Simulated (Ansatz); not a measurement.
# Zr3SiO8: relaxed-ion elastic tensor

These are results of DFT PBE, scalar-relativistic, plane waves, PAW (Ansatz 0.2.0), not measurements. Settings: 420 eV plane-wave cutoff, Γ-centred 6×6×6 mesh, fixed occupations. No spin polarisation.

Equilibrium structure at this level:
```yaml
crystal:
  lattice:
    - [5.05874, 0.00000, 0.00000]
    - [0.00000, 5.05874, 0.00000]
    - [0.00000, 0.00000, 5.05874]
  atoms:
    - { symbol: Zr, position: [0.50000, 0.00000, 0.00000] }
    - { symbol: Zr, position: [0.00000, 0.50000, 0.00000] }
    - { symbol: Zr, position: [0.00000, 0.00000, 0.50000] }
    - { symbol: Si, position: [0.50000, 0.50000, 0.50000] }
    - { symbol: O, position: [0.80488, 0.19512, 0.19512] }
    - { symbol: O, position: [0.19512, 0.80488, 0.19512] }
    - { symbol: O, position: [0.69248, 0.30752, 0.69248] }
    - { symbol: O, position: [0.30752, 0.69248, 0.69248] }
    - { symbol: O, position: [0.69248, 0.69248, 0.30752] }
    - { symbol: O, position: [0.30752, 0.30752, 0.30752] }
    - { symbol: O, position: [0.80488, 0.80488, 0.80488] }
    - { symbol: O, position: [0.19512, 0.19512, 0.80488] }
```

The structure comes from a generated guess, relaxed at this level; another structure or a mixture of phases may lie lower.

Question: Give the relaxed-ion elastic constants (GPa, Voigt order xx yy zz yz xz xy, on the Cartesian axes of the cell above).

Answer:
```
361.0 150.6 150.6   0.0   0.0   0.0
150.6 361.0 150.6   0.0   0.0   0.0
150.6 150.6 361.0   0.0   0.0   0.0
  0.0   0.0   0.0  78.5   0.0   0.0
  0.0   0.0   0.0   0.0  78.5   0.0
  0.0   0.0   0.0   0.0   0.0  78.5
```

Question: Is the crystal stable against homogeneous strain?

Answer: Yes: the least eigenvalue of the tensor is 78.5 GPa.

Question: And the moduli of a polycrystal (Hill averages)?

Answer: B = 221 GPa, G = 88 GPa, E = 234 GPa, ν = 0.32.
